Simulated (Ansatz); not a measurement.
Input:

Nb2C:
```cif
data_C4Nb8
_chemical_formula_sum 'Nb8 C4'
_space_group_name_H-M_alt 'Pnma'
_space_group_IT_number 62
_space_group_name_Hall '-P 2ac 2n'
_cell_length_a 10.86815
_cell_length_b 3.07338
_cell_length_c 4.94816
_cell_angle_alpha 90.000
_cell_angle_beta 90.000
_cell_angle_gamma 90.000
loop_
_atom_site_label
_atom_site_type_symbol
_atom_site_symmetry_multiplicity
_atom_site_Wyckoff_symbol
_atom_site_fract_x
_atom_site_fract_y
_atom_site_fract_z
_atom_site_occupancy
Nb1 Nb 4 c 0.20391 0.25000 0.23620 1
Nb2 Nb 4 c 0.04512 0.25000 0.74584 1
C1 C 4 c 0.12478 0.75000 0.49153 1
```

This is the PBEsol-relaxed structure.

Question: All from plane-wave PAW PBEsol (Ansatz code), unless another level is named. Predict the electronic character.

Answer: metallic (no gap).

Question: And the formation energy from the elements (no fitted shifts)?

Answer: -0.56 eV/atom.

Question: Next, the density of states at the Fermi level?

Answer: 0.25 states/eV per atom (mean over ±0.08 eV).

Question: What about the gap with spin–orbit coupling?

Answer: none (metallic).

The workflow started from a Materials Project entry (that database holds measured and hypothetical structures alike); the Crystallography Open Database copy checked does not list it. Its standing as an ambient phase is unchecked. The PBEsol relaxation kept the symmetry of its start; of distortions, only those at the zone centre were tested. No spin polarisation was allowed. The references are the lowest solids computed at this level, not always the standard phases. Scalar-relativistic: spin–orbit coupling is off unless named, which matters more the heavier the elements.

Potentials: the later of the program's two PAW sets.
